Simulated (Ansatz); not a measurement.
# 119Sn Mössbauer parameters in SnSe

Cell: a computed structure from the Materials Project (it need not be an observed phase), ions relaxed with PBE at fixed cell.

Space group Pnma (No. 62); a = 11.6645, b = 4.1263, c = 4.7009 Å.

```
site  Wyckoff  site symmetry       x       y       z
  Sn       4c            .m.  0.6181  0.7500  0.3730
  Se       4c            .m.  0.1457  0.2500  0.5227
```

One atom of each set is listed.

Computed with Ansatz: DFT, PBE, plane waves and PAW, scalar-relativistic, 420 eV cutoff, Γ-centred 3×8×7 k-points, Fermi–Dirac smearing 0.01 eV.

Isomer shifts (against SnO₂) follow from the electron density at the nucleus, δ = α(ρ − ρ₀), with α = 0.099 mm s⁻¹ a₀³ and ρ₀ = 183191.44 a₀⁻³ from a line fitted to 8 measured compounds at this level of theory (rms miss 0.12 mm/s). ΔE_Q = ½eQV_zz(1 + η²/3)^½ with Q = -0.132 b for the 23.9 keV state.

Problem. What would the 119Sn spectrum's parameters be?

Solution. 

```
site  atoms     first shell  ρ − ρ₀ (a₀⁻³)  δ (mm/s)  ΔE_Q (mm/s)     η
  Sn      4  3 Se at 2.80 Å           33.4      3.30         0.83  0.35
```

The shift of Sn is typical of Sn(II), and the large splitting points to a stereochemically active lone pair.

Without spin–orbit coupling (the program notes it for Sn) the gradients can shift somewhat, as the gap is small. Shifts outside the range of the fitted compounds (-0.5 to 3.2 mm/s for Sn) are extrapolations.
